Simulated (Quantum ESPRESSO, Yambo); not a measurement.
MoS2 (space group P6_3/mmc, No. 194). Cell and atoms were relaxed with PBE+D3(BJ) from Materials Project entry mp-1018809, within its symmetry. Chain: PBE (pw.x of Quantum ESPRESSO, ONCV potentials, scalar-relativistic); G0W0 in Yambo (6×6×1 Γ-centred k mesh, bands 3 to 93 and a 6 Ry block in the screening, 93 bands in G with the Bruneval-Gonze terminator, plasmon pole fitted at 27.2 eV); BSE (9×9×2 mesh, 7 valence and 8 conduction bands, static screening with 69 bands and a 3 Ry block, scissor 0.46 eV, Tamm-Dancoff).

The PBE gap (dense path) is 0.82 eV and the PBE gap Γ → (0.167, 0.167, 0) on the GW mesh is 0.85 eV. The PBE smallest direct gap on the GW mesh, at K comes out as 1.74 eV and the G0W0 direct gap at that point is 2.21 eV. The G0W0 correction to the gap Γ → (0.167, 0.167, 0) is 0.30 eV and the lowest exciton comes out as no binding energy given (see below).

Rough cost of the Yambo steps against G0W0 for 8 states: BSE about 2×.

Convergence of the G0W0 settings was not tested. The BSE states are vertical excitations (zero momentum); the indirect quasiparticle gap, about 1.12 eV, is smaller than the direct one (2.21 eV on the GW mesh). The lowest state covers only about 4 of the 162 k points, so the mesh doesn't resolve it: its energy and its distance from the direct gap are mesh artefacts. An extended exciton needs a far denser mesh. Axes are Cartesian, with cell vectors (Å) (3.16, 0.00, 0.00), (-1.58, 2.73, 0.00), (0.00, 0.00, 12.12).

Spin-orbit splittings are left out.

The layers are not stacked as in the ordinary crystal (cation over anion).
